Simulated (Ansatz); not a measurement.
C:
Space group Fd-3m, origin choice 1 (No. 227); a = 7.474 Å, b = 7.474 Å, c = 7.474 Å, α = 90.00°, β = 90.00°, γ = 90.00°

```json
[
 {"atom": "C", "site": "32e", "symmetry": ".3m", "x": "0.0705", "y": "0.0705", "z": "0.0705"}
]
```
(The calculation used a cell of 8 atoms; values per cell refer to that cell.)

Relaxed with r²SCAN. r²SCAN in the plane-wave PAW code Ansatz gives a gap of 2.48 eV.

### Question
What gap does HSE06 give on the same cell (Ansatz, PAW)?

### Answer
3.20 eV, 0.72 eV more. The hybrid was solved on a coarser mesh and at special points; the gap given is the minimum over both.

| k | v1 r²SCAN | c1 r²SCAN | v1 HSE06 | c1 HSE06 |
|---|---|---|---|---|
| Γ | 0.00 | 2.48 | 0.00 | 3.20 |
| X | -3.07 | 3.52 | (withheld) | (withheld) |
| L | -1.89 | 2.53 | (withheld) | (withheld) |
| W | -3.36 | 3.79 | (withheld) | (withheld) |
| K | -2.78 | 3.46 | (withheld) | (withheld) |

### Question
Top valence (v1) and lowest conduction level (c1) in eV from each method's valence maximum (which need not be a listed point): supply the withheld HSE06 values.

### Answer

- W, v1 HSE06: -3.47
- W, c1 HSE06: 4.72
- L, v1 HSE06: -1.95
- L, c1 HSE06: 3.39
- X, v1 HSE06: -3.17
- X, c1 HSE06: 4.46
- K, v1 HSE06: -2.87
- K, c1 HSE06: 4.39

Cost on shared cores: the r²SCAN run (SCF on a 7×7×7 mesh, then bands and DOS) about 70 core-seconds (a rough figure), the HSE06 run (SCF on 4×4×4, then a few points) about 3 core-minutes (a rough figure); the tasks are unlike.

The start of the workflow was typed in or built on a structure type. Its sites differ from those of the usual phase in this space group: another stacking or structure type. The cell was relaxed with r²SCAN under the symmetry of its start; its stability against distortions is not shown here.

Potentials: the earlier of the program's two PAW sets.
